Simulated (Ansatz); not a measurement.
CoNiN2:
```
CELL_PARAMETERS angstrom
      1.34429     0.77613     5.70907
     -1.34429     0.77613     5.70907
      0.00000    -1.55225     5.70907
ATOMIC_POSITIONS crystal
  Co 0.50000 0.50000 0.50000
  Ni 0.00000 0.00000 0.00000
  N  0.89630 0.89630 0.89630
  N  0.10370 0.10370 0.10370
```

Relaxed with PBEsol. Special points in fractions of this cell's reciprocal vectors: Γ (0.000, 0.000, 0.000); T (0.500, 0.500, 0.500); H2 (0.821, 0.179, 0.500); H0 (0.500, -0.179, 0.179); L (0.500, 0.000, 0.000); S0 (0.339, -0.339, 0.000); S2 (0.661, 0.000, 0.339); F (0.500, 0.000, 0.500).

**Question.** List the band energies nearest the Fermi level at these points for DFT-PBEsol in the program Ansatz with PAW potentials.

**Answer.** In eV from the Fermi level; about four levels below and three above (degenerate sets whole), none deeper than 8.9 eV; points with the same levels are listed once.

```csv
k,below,above
Γ,-1.51 -1.51 -1.39 -1.39,0.13 0.13 3.72 3.72
T,-1.79 -1.79 -1.49 -1.49 -0.55,1.09 1.09 3.27 3.27
H2,-1.05 -0.92 -0.69 -0.17,0.90 2.45 2.77
L,-0.96 -0.32 -0.32 -0.10,0.92 2.53 2.99
S0,-0.99 -0.97 -0.73 -0.10,0.86 2.50 2.68
F,-1.56 -1.56 -0.96 -0.32 -0.15,0.66 3.24 3.55
```

Space group R-3m. The start of the workflow was typed in or built on a structure type; neither database checked (COD, Materials Project) lists it. Whether it is the stable phase at ambient conditions was not checked. The cell was relaxed with PBEsol under the symmetry of its start; its stability against distortions is not shown here. The workflow began spin-polarised and lost its moments. Its formation energy is positive at this level, so the cell may be metastable or incomplete. The program gave a warning on the electronic state, which may not be the lowest.

Potentials: the later of the program's two PAW sets.
